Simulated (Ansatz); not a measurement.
As (A7 type, space group R-3m)

```
As
1.0
    1.87953     1.08515     3.57829
   -1.87953     1.08515     3.57829
    0.00000    -2.17030     3.57829
As
2
Cartesian
  0.00000   0.00000   2.42555
  0.00000   0.00000   8.30931
```

E(V) scan at fixed shape, V₀ the volume above. The atoms relax within the cell's symmetry.

Computed with r2SCAN+rVV10 (plane waves to 500 eV, PAW, scalar-relativistic; Ansatz, an electronic-structure program). k mesh 15×15×15 (Γ-centred), Fermi-Dirac smearing 0.05 eV. The energy includes the smearing's −TS. Stress and pressure are positive under compression. With the shape held, the modulus is that of even scaling; a crystal free to change shape is softer. As was relaxed with its symmetry unable to fall. The PAW data are Ansatz's earlier set. ΔE is measured from the relaxed starting cell. The last digit holds for this mesh only.

| V (Å³/atom) | ΔE (meV/atom) |
|---|---|
| 19.705 | 44.7 |
| 20.252 | 24.4 |
| 20.800 | 10.6 |
| 21.347 | 2.6 |
| 21.894 | 0.0 |
| 22.442 | 2.4 |
| 22.989 | 9.2 |
| 23.537 | 19.9 |
| 24.084 | withheld |

Question: Fit a third-order Birch-Murnaghan form (E₀, V₀, B₀, B₀′ free) to the given rows and predict ΔE at V = 24.084.

Answer: Least squares on the 8 given rows: ΔE = E₀ + (9V₀B₀/16)·y²·[2 + (B₀′ − 4)y], y = (V₀/V)^(2/3) − 1, with V₀ = 21.899 Å³/atom, B₀ = 57.06 GPa (160.2 GPa = 1 eV/Å³; the term in eV is multiplied by 1000), B₀′ = 2.81, E₀ = 0.06 meV/atom; root-mean-square residual 0.04 meV/atom. At 24.084 the fit gives 34.4 meV/atom; the calculation gives 34.1 meV/atom, so the extrapolation is off by 0.3 (+0.9 %). For the pressure the fit gives -4.7 GPa against the computed -4.6 GPa.

(A scan under strain: stresses follow from slopes of the energy per volume, elastic moduli from its curvatures.)
